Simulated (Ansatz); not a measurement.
Relaxed-ion elastic tensor of Ti$_{2}$C in space group Fd-3m (No. 227; Ti on 32e, C on 16d) in GPa (Voigt order), DFT-r²SCAN in the program Ansatz with PAW potentials; density 4.47 g/cm³, 13.35 Å³ per atom.

```json
[
 {"": "1", "1": "201", "2": "120", "3": "120", "4": "0.0", "5": "0.0", "6": "0.0"},
 {"": "2", "1": "120", "2": "201", "3": "120", "4": "0.0", "5": "0.0", "6": "0.0"},
 {"": "3", "1": "120", "2": "120", "3": "201", "4": "0.0", "5": "0.0", "6": "0.0"},
 {"": "4", "1": "0.0", "2": "0.0", "3": "0.0", "4": "124", "5": "0.0", "6": "0.0"},
 {"": "5", "1": "0.0", "2": "0.0", "3": "0.0", "4": "0.0", "5": "124", "6": "0.0"},
 {"": "6", "1": "0.0", "2": "0.0", "3": "0.0", "4": "0.0", "5": "0.0", "6": "124"}
]
```

Problem. Is the crystal mechanically stable?

Solution. Yes: the smallest eigenvalue of C is 80.3 GPa.

Problem. Work out the Voigt, Reuss and Hill averages.

Solution. K_V = 147, K_R = 147, K_H = 147; G_V = 90.3, G_R = 67.5, G_H = 78.9 GPa.

Problem. Give Young's modulus, Poisson's ratio, Pugh's ratio and the universal anisotropy index.

Solution. E = 9KG/(3K + G) = 201 GPa; ν = 0.27; K/G = 1.86 (ductile by the Pugh limit of 1.75); A_U = 5G_V/G_R + K_V/K_R − 6 = 1.69.

Problem. Estimate the sound speeds and the Debye temperature.

Solution. v_l = √((K + 4G/3)/ρ) = 7510 m/s, v_t = √(G/ρ) = 4200 m/s, mean 4680 m/s; Θ = (h/k)(3n/4πV)^(1/3) v_m = 587 K.

Problem. Give the Zener ratio and Young's modulus along [100], [110] and [111].

Solution. A = 2C44/(C11 − C12) = 3.08; 1/E = S11 − 2(S11 − S12 − S44/2)Γ with Γ = 0, 1/4, 1/3 gives 110, 206, 290 GPa.

The first step of the workflow began from a Materials Project structure, measured or hypothetical; the Crystallography Open Database copy checked does not list it. Its standing as an ambient phase is unchecked. Symmetry was held in the r²SCAN relaxation; whether a distortion lowers the energy is not shown. The run is not spin-polarised. As this level gives no gap, shear constants depend on the k-mesh and smearing (Fermi–Dirac, 0.1 eV here).

Potentials: the earlier of the program's two PAW sets. The files were generated under PBE; for other functionals the program regenerates the frozen cores, and for LDA and PBEsol the local potential too.
